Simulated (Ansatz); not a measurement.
Data sheet: SnPt$_{3}$ (DFT)

SnPt3:
```
CELL_PARAMETERS angstrom
      3.97977     0.00000     0.00000
      0.00000     3.97977     0.00000
      0.00000     0.00000     3.97977
ATOMIC_POSITIONS crystal
  Sn 0.00000 0.00000 0.00000
  Pt 0.50000 0.50000 0.00000
  Pt 0.00000 0.50000 0.50000
  Pt 0.50000 0.00000 0.50000
```

Space group Pm-3m (No. 221), Cu3Au type; conventional cell a = b = c = 3.980 Å, α = β = γ = 90.00°.

Method: DFT-LDA in the program Ansatz with PAW potentials. The cell and atoms are relaxed at this level. Other levels are named where they apply.

Cell and energy:

```
Quantity                                                      Result
-----------------------------------------------------  -------------
Volume per atom                                             15.76 Å³
Density                                                  18.54 g/cm³
Formation energy from the elements (no fitted shifts)  -0.39 eV/atom
```

Electronic structure:

```
Quantity                                                                     Value
------------------------------------  --------------------------------------------
Electronic character                                             metallic (no gap)
Density of states at the Fermi level  0.32 states/eV per atom (mean over ±0.08 eV)
```

Mechanics:

```
Item                                                                          Result
--------------------------------------------  --------------------------------------
Bulk modulus (Birch–Murnaghan fit)                                         2450 kbar
Pressure derivative B′                                                           5.3
Elastic constants (relaxed ions, GPa)               C11 = 321, C12 = 207, C44 = 82.1
Mechanical stability                          stable (all eigenvalues of C positive)
Hill bulk and shear moduli                                          245 and 70.8 GPa
Young's modulus                                                              194 GPa
Poisson's ratio                                                                 0.37
Debye temperature from the elastic constants                                   261 K
```

Phonons:

```
Item                                            Value
-----------------------------  ----------------------
Highest zone-centre frequency                180 cm⁻¹
Zone-centre stability          no imaginary mode at Γ
```

The workflow started from a Materials Project entry (that database holds measured and hypothetical structures alike); the Crystallography Open Database files this formula in space group No. 221, but the cells were not matched. Its standing as an ambient phase is unchecked. The cell was relaxed with LDA under the symmetry of its start. No spin polarisation was allowed. As this level gives no gap, shear constants depend on the k-mesh and smearing (Fermi–Dirac, 0.1 eV here). As this level gives no gap, phonon frequencies hold no LO–TO term and depend on the k-mesh and smearing (Fermi–Dirac, 0.1 eV here). The references are the lowest solids computed at this level, not always the standard phases. Scalar-relativistic: spin–orbit coupling is off unless named, which matters more the heavier the elements.

Potentials: the later of the program's two PAW sets.
